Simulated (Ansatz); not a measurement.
TiSi2 (C49 type, space group Cmcm)

```yaml
crystal:
  lattice:
    - [1.76330, -6.75838, 0.00000]
    - [1.76330, 6.75838, 0.00000]
    - [0.00000, 0.00000, 3.56518]
  atoms:
    - { symbol: Si, position: [0.94167, 0.05833, 0.75000] }
    - { symbol: Si, position: [0.05833, 0.94167, 0.25000] }
    - { symbol: Si, position: [0.25029, 0.74971, 0.75000] }
    - { symbol: Si, position: [0.74971, 0.25029, 0.25000] }
    - { symbol: Ti, position: [0.60320, 0.39680, 0.75000] }
    - { symbol: Ti, position: [0.39680, 0.60320, 0.25000] }
```

Scan: atom 1 (Si, nearest neighbour Si at 2.380 Å; its periodic images, 3.5 Å or more away, move with it) is displaced along Cartesian [110], direction (0.707, 0.707, 0.000) in Cartesian axes, by s. The other atoms stay.

The numbers are results of r2SCAN (plane waves to 500 eV, PAW, scalar-relativistic; Ansatz, an electronic-structure program), not measurements. k mesh 11×11×11 (Γ-centred), Fermi-Dirac smearing 0.05 eV. The energy includes the smearing's −TS. With partly filled bands, energies and forces of such displacements shift with the k mesh and the smearing. This is one of several known forms of TiSi2; the measured ambient cells at hand have space group No. 70. TiSi2 is run without spin polarisation. TiSi2 was relaxed with its symmetry unable to fall. ΔE is measured from the undisplaced structure.

Question: What ΔE (meV/cell) does the calculation give at s (Å) = -0.480, -0.288, -0.192, -0.096, 0.096, 0.480?

Answer: 
```csv
s (Å),ΔE (meV/cell)
-0.480,1076
-0.288,377
-0.192,166
-0.096,41
0.096,41
0.480,984
```

(For displaced atoms, the force is minus the slope of the energy, and its curvature is a force constant, which sets phonon frequencies.)
